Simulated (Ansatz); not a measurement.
NaLiCl2 as one 4-atom ordering (R-3m) on the rocksalt lattice, relaxed with r2SCAN: 5 runs in Ansatz, each a calculation of independent-particle optics. It is trigonal, R-3m (No. 166); conventional cell a = 3.783 Å, c = 18.743 Å, 19.36 Å³ an atom. Around Li lie 6 Cl at 2.61 Å; around Na lie 6 Cl at 2.76 Å; around Cl lie 3 Li at 2.61 Å and 3 Na at 2.76 Å. The calculation is spin-unpolarised, and the structure need not be a phase that has been made.

```xyz
4
Lattice="1.8916 1.0921 6.2476 -1.8916 1.0921 6.2476 0.0000 -2.1842 6.2476" Properties=species:S:1:pos:R:3 pbc="T T T"
Li    1.8916    1.0921    6.2476
Na    0.0000    0.0000    9.3715
Cl    0.0000    0.0000    4.8110
Cl    0.0000    0.0000   13.9319
```

On meshes this coarse, single peaks can be features of the mesh. No local fields, no excitons; the zone sum runs over the cells of the mesh, and ε∞ includes the bands left out of the spectrum. Up to four peaks are listed, those above 15 % of the tallest and inside the complete range; the four can differ from row to row. Rows marked drawn have settings drawn at random (some not listed).

```tsv
functional	k mesh	broadening (eV)	scissors (eV)	range (eV)	settings	direct gap on the mesh before scissors (eV)	ε∞ xx	ε∞ yy	ε∞ zz	complete up to (eV)	tallest peaks of mean ε₂ (eV)
PBE	6×6×6	0.1	0.00	0–21	chosen	5.60	2.99	2.99	2.99	21.0	9.00 10.55 11.15 11.65
r2SCAN	6×6×6	0.1	0.00	0–21	chosen	6.43	2.78	2.78	2.78	21.0	9.75 11.25 11.40 12.20
PBE	6×6×6	0.1	1.38 (to HSE06)	0–21	chosen	5.60	2.75	2.75	2.75	21.0	10.40 11.95 12.50 13.05
LDA	8×8×8	0.4	0.00	2–6	drawn	5.21	3.12	3.12	3.13	6.0	none
r2SCAN	6×6×6	0.15	2.50	0–15	drawn	6.43	2.45	2.45	2.46	15.0	12.20 13.80
```
